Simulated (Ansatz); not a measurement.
Starting cell, Cd (hcp, Mg type):

```xyz
4
Lattice="6.0321 0.0000 0.0000 -1.5080 2.6120 0.0000 0.0000 0.0000 5.8191" Properties=species:S:1:pos:R:3 pbc="T T T"
Cd     0.0000     1.7413     4.3643
Cd     3.0161     1.7413     4.3643
Cd     1.5080     0.8707     1.4548
Cd     4.5241     0.8707     1.4548
```

The atoms are displaced by Q × the pattern below (from a DFPT mode at M = (0.5, 0.0, 0.0), largest move 1; Q in Å), at fixed cell. (q is in reciprocal vectors of the primitive cell; the cell shown is doubled to hold the pattern.)

| atom | x | y | z |
|---|---|---|---|
| Cd1 | 0.000 | 0.000 | 1.000 |
| Cd2 | 0.000 | 0.000 | -1.000 |
| Cd3 | 0.000 | 0.000 | 1.000 |
| Cd4 | 0.000 | 0.000 | -1.000 |

Level of theory: PBE (plane waves to 420 eV, PAW, scalar-relativistic; Ansatz, a first-principles code). k mesh 9×18×8 (Γ-centred), Fermi-Dirac smearing 0.05 eV. With partly filled bands, energies and forces of such displacements shift with the k mesh and the smearing. Cd was relaxed with its symmetry unable to fall. The relaxed volume of Cd is well above the measured one; the method has no dispersion term.

At one point of the scan the forces (eV/Å) are:

```
atom      Fx      Fy      Fz
----  ------  ------  ------
Cd1    0.054   0.031   0.119
Cd2    0.054   0.031  -0.119
Cd3   -0.054  -0.031   0.119
Cd4   -0.054  -0.031  -0.119
```

Task: Which point is it?
A) Q = -0.233 Å
B) Q = -0.187 Å
C) Q = -0.093 Å
D) Q = -0.280 Å

Result: B, Q = -0.187 Å

(A displaced cell: forces are minus the slopes of the energy, force constants its curvatures, and phonons follow from these.)
